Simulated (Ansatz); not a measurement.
InAs (rock salt, Fm-3m) at seven volumes, DFT-LDA in the program Ansatz with PAW potentials, scaled uniformly. One row is withheld.

```csv
V (Å³/atom),P (GPa)
19.978,9.09
20.636,5.50
21.295,2.51
21.954,0.00
22.612,-2.12
23.271,-3.90
23.929,?
```

Q: Fit the shown pressures and predict the withheld one.

A: P = (3/2)B₀(x^(7/2) − x^(5/2))[1 + (3/4)(B′ − 4)(x − 1)] with x = (V₀/V)^(2/3). Least squares on the six rows gives V₀ = 21.952 Å³/atom, B₀ = 76.8 GPa, B′ = 4.82. At V = 23.929, x = 0.9441 and P = -5.38 GPa. The run itself gave -5.39 GPa.

The first step of the workflow began from a Materials Project structure, measured or hypothetical; the Crystallography Open Database copy checked does not list it. It is not the phase usual at ambient conditions (space group No. 216). The LDA relaxation kept the symmetry of its start; of distortions, only those at the zone centre were tested.

Potentials: the later of the program's two PAW sets.
